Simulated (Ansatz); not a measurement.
Diamond alloy of Si and Sn (4 of 128 Si sites exchanged), 128 atoms

Ansatz, PAW, plane waves. PBEsol relaxation of volume and atoms (shape held) at the single k point (½, ½, ½); single points on the relaxed atoms at the Γ point alone, onto which points of the small cell's zone fold. Arrangement: clustered. No spin–orbit coupling unless named.

Relaxed structure:

```
CELL_PARAMETERS angstrom
0.00000 10.93148 10.93148
10.93148 0.00000 10.93148
10.93148 10.93148 0.00000
ATOMIC_POSITIONS crystal
Si 0.99860 0.99955 0.00007
Si 0.51559 0.99473 0.99504
Si 0.99281 0.50360 0.00338
Si 0.99926 0.99921 0.50116
Si 0.25006 0.25042 0.25374
Si 0.50021 0.50034 0.00024
Si 0.50010 0.99984 0.50002
Si 0.74994 0.24996 0.25022
Si 0.99999 0.49978 0.50019
Si 0.24978 0.75084 0.24991
Si 0.24337 0.24254 0.74282
Si 0.50286 0.49995 0.49755
Si 0.75009 0.74992 0.25030
Si 0.75161 0.24965 0.75002
Si 0.25061 0.75225 0.75050
Si 0.75014 0.75000 0.74989
Si 0.05944 0.06216 0.06290
Si 0.56522 0.06241 0.06312
Si 0.06232 0.56244 0.06314
Si 0.06300 0.06213 0.56239
Si 0.31275 0.31294 0.31387
Si 0.56239 0.56321 0.06283
Si 0.56310 0.06219 0.56233
Si 0.81101 0.31290 0.31396
Si 0.06227 0.56293 0.56240
Si 0.31239 0.81127 0.31495
Si 0.56284 0.56286 0.56237
Si 0.81275 0.81255 0.31267
Si 0.81237 0.31269 0.81270
Si 0.31287 0.81306 0.81274
Si 0.81178 0.81312 0.81283
Si 0.00008 0.99960 0.25028
Si 0.50060 0.99951 0.25030
Si 0.75036 0.25000 0.00002
Si 0.99979 0.50022 0.25038
Si 0.24996 0.74939 0.00006
Si 0.00049 0.99917 0.74990
Si 0.25000 0.24948 0.49895
Si 0.49986 0.50030 0.25032
Si 0.75113 0.74917 0.00010
Si 0.50057 0.99996 0.74955
Si 0.75184 0.24936 0.49895
Si 0.99771 0.50003 0.74958
Si 0.25051 0.75080 0.49815
Si 0.50354 0.50024 0.74974
Si 0.75011 0.74994 0.49999
Si 0.05985 0.06266 0.31517
Si 0.31951 0.31985 0.06987
Si 0.56280 0.06255 0.31270
Si 0.81136 0.31276 0.06277
Si 0.06267 0.56252 0.31287
Si 0.31229 0.81017 0.06230
Si 0.06252 0.06205 0.81262
Si 0.31281 0.31203 0.55893
Si 0.56345 0.56339 0.31153
Si 0.81272 0.81236 0.06300
Si 0.56991 0.05896 0.80930
Si 0.81298 0.31235 0.56256
Si 0.04720 0.56785 0.81764
Si 0.31303 0.81163 0.56288
Si 0.56417 0.56284 0.81280
Si 0.81270 0.81241 0.56258
Si 0.99771 0.24945 0.99970
Si 0.24520 0.99414 0.26600
Si 0.50396 0.24970 0.00021
Si 0.75017 0.99994 0.25000
Si 0.99997 0.74970 0.00044
Si 0.00033 0.24972 0.49964
Si 0.25000 0.50027 0.25068
Si 0.50001 0.75083 0.99970
Si 0.24984 0.99811 0.74827
Si 0.50042 0.24944 0.50049
Si 0.74944 0.50017 0.25081
Si 0.75370 0.99821 0.74824
Si 0.99992 0.75006 0.49994
Si 0.50027 0.75002 0.50002
Si 0.75034 0.49999 0.74998
Si 0.04427 0.31901 0.06881
Si 0.31337 0.06292 0.31438
Si 0.56420 0.31290 0.06304
Si 0.81271 0.06254 0.31255
Si 0.06262 0.81222 0.06291
Si 0.06262 0.31237 0.56243
Si 0.31231 0.56324 0.31190
Si 0.56626 0.81022 0.06216
Si 0.31290 0.05850 0.80880
Si 0.56687 0.31228 0.55919
Si 0.81250 0.56264 0.31292
Si 0.81323 0.06214 0.81261
Si 0.06290 0.81169 0.56284
Si 0.31873 0.56791 0.81873
Si 0.56280 0.81253 0.56258
Si 0.81141 0.56265 0.81267
Si 0.24424 0.99447 0.99390
Si 0.75152 0.99973 0.00008
Si 0.99598 0.25035 0.25337
Si 0.25003 0.50391 0.00384
Si 0.25052 0.99924 0.50080
Si 0.50013 0.24996 0.25046
Si 0.74965 0.50022 0.00015
Si 0.75038 0.99970 0.49984
Si 0.00008 0.74984 0.25022
Si 0.99852 0.24949 0.74984
Si 0.24952 0.49955 0.49833
Si 0.50000 0.75087 0.24970
Si 0.51861 0.24356 0.74375
Si 0.75019 0.49978 0.50019
Si 0.99667 0.75235 0.75036
Si 0.50022 0.75016 0.74992
Si 0.81242 0.06266 0.06269
Si 0.06248 0.31299 0.31218
Si 0.31290 0.56433 0.06455
Si 0.31277 0.06214 0.56214
Si 0.56258 0.31269 0.31302
Si 0.80900 0.56408 0.06477
Si 0.81327 0.06209 0.56217
Si 0.06255 0.81244 0.31274
Si 0.05894 0.31273 0.81247
Si 0.31748 0.56793 0.54737
Si 0.56286 0.81239 0.31280
Si 0.56525 0.31296 0.81295
Si 0.81265 0.56256 0.56266
Si 0.06288 0.81157 0.81304
Si 0.56290 0.81269 0.81232
Sn 0.32097 0.30328 0.80155
Sn 0.24191 0.25838 0.01194
Sn 0.24643 0.51487 0.74512
Sn 0.31643 0.04682 0.06829
```

(1) What are the mean bond lengths by pair (pairs within 1.2 times the sum of covalent radii, less contacts 15 % beyond the pair's median; cation–cation pairs of compounds aside; long ionic contacts are cut short by that bound)?

(2) What gap lies between the top filled and the lowest empty level in the single points?

Results:

(1) Si–Si 2.358 ± 0.013 Å (standard deviation, 243 bonds); Si–Sn 2.507 ± 0.011 Å (standard deviation, 10 bonds); Sn–Sn 2.678 ± 0.000 Å (standard deviation, 3 bonds).

(2) HSE06 with spin–orbit coupling 0.93 eV (12 min on NVIDIA GB300). An indirect band minimum needn't fold onto Γ of this cell; where it doesn't, these gaps are too wide.
